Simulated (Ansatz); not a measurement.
NaF (rock salt, Fm-3m), PBEsol (plane waves, PAW; program Ansatz): ε∞ = 1.89, cell volume 24.79 Å³. Infrared-active transverse modes:

```
ω_TO (cm⁻¹)  oscillator strength S_xx (e²/amu)
-----------  ---------------------------------
239.4                                  0.09838
```

Problem. Compute the static dielectric constant.

Solution. Each mode adds (4.921e7/V) S/ω²: 3.41. So ε0 = 5.30.

Problem. What LO frequency does the Lyddane–Sachs–Teller relation give?

Solution. ω_LO = ω_TO √(ε0/ε∞) = 401 cm⁻¹.

Symmetry was held in the PBEsol relaxation.

Potentials: the earlier of the program's two PAW sets. The files were generated under PBE; for other functionals the program regenerates the frozen cores, and for LDA and PBEsol the local potential too.
